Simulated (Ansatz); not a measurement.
## ZnTeH4N2: Field gradients at the nuclei

The cell is a measured structure from the Crystallography Open Database (COD) whose atoms were relaxed with PBE, the cell held.

Space group P2_1 (No. 4); a = 4.2222, b = 6.9057, c = 7.3031 Å, β = 98.93°.

| site | Wyckoff | site symmetry | x | y | z |
| --- | --- | --- | --- | --- | --- |
| Zn | 2a | 1 | 0.7729 | 0.9603 | 0.5485 |
| Te | 2a | 1 | 0.7775 | 0.3334 | 0.6322 |
| H5 | 2a | 1 | 0.8097 | 0.6882 | 0.7963 |
| H7 | 2a | 1 | 0.0841 | 0.8535 | 0.8744 |
| H9 | 2a | 1 | 0.6098 | 0.0524 | 0.9098 |
| H11 | 2a | 1 | 0.7259 | 0.8869 | 0.0679 |
| N13 | 2a | 1 | 0.8468 | 0.8348 | 0.8147 |
| N15 | 2a | 1 | 0.6237 | 0.9052 | 0.9313 |

One atom of each set is listed.

Method: Kohn–Sham DFT in Ansatz, r2SCAN, plane waves and PAW, scalar-relativistic, 500 eV cutoff, Γ-centred 7×5×4 k-points, Fermi–Dirac smearing 0.05 eV.

V_zz is the principal component of the electric field gradient with the largest magnitude, η = (V_xx − V_yy)/V_zz and C_Q = eQV_zz/h.

67Zn: I = 5/2, Q = 122.0 mb; 2H: I = 1, Q = 2.858 mb; 14N: I = 1, Q = 20.44 mb. Quadrupole moments are those of Pyykkö's year-2017 table.

Task: Give the quadrupolar parameters of the distinct sites.

Result: 

| site | atoms | first shell | V_zz (10²¹ V/m²) | η | C_Q (MHz) |
| --- | --- | --- | --- | --- | --- |
| Zn | 2 | 1 N at 2.11 Å, 3 Te at 2.62–2.65 Å; also 1 N at 2.98 Å | -1.09 | 0.72 | -3.22 |
| Te | 2 | 3 Zn at 2.62–2.65 Å | -13.59 | 0.14 | – |
| H5 | 2 | 1 N at 1.03 Å; also 1 N at 2.02 Å | 3.09 | 0.13 | 0.213 |
| H7 | 2 | 1 N at 1.04 Å; also 2 N at 2.08–2.28 Å | 2.84 | 0.14 | 0.196 |
| H9 | 2 | 1 N at 1.03 Å; also 1 N at 1.99 Å | 3.23 | 0.17 | 0.223 |
| H11 | 2 | 1 N at 1.03 Å; also 1 N at 2.03 Å | 3.11 | 0.17 | 0.215 |
| N13 | 2 | 2 H at 1.03–1.04 Å, 1 N at 1.45 Å, 1 Zn at 2.11 Å; also 2 H at 1.99–2.03 Å | -8.19 | 0.93 | -4.05 |
| N15 | 2 | 2 H at 1.03 Å, 1 N at 1.45 Å; also 2 H at 2.02–2.08 Å, 1 Zn at 2.98 Å | -11.11 | 0.79 | -5.49 |

The structure holds N–N bonds (1.45 Å). At H5, H7, H9 and H11 V_zz points along its bond to N (within 2°) in each case. At Te V_zz stands upright on the plane through its three neighbours (within 4°).

Te has no stable isotope with a ground-state quadrupole moment in the table, so no C_Q is given.

The largest force is 0.4 eV/Å, so the atoms aren't at the calculated equilibrium and relaxing them would move these values. Without spin–orbit coupling the gradients at and beside Te can be off by some per cent, at some sites by more. With these PAW files V_zz is typically within 2 to 3 % of all-electron values, but misses above 10 % occur on Zn. The entry's hydrogen positions were far off; the other atoms hardly move on relaxation. Where η is near 1 the sign of V_zz means little.

The run took 2.4 min of wall time (2.4 min of CPU time) and 1 GiB at its peak, on 1 thread of Arm Neoverse V2 (aarch64; 32 cores open to the job, memory cap 3.0 GiB, no GPU), a shared host with a load of 0.7 a core.
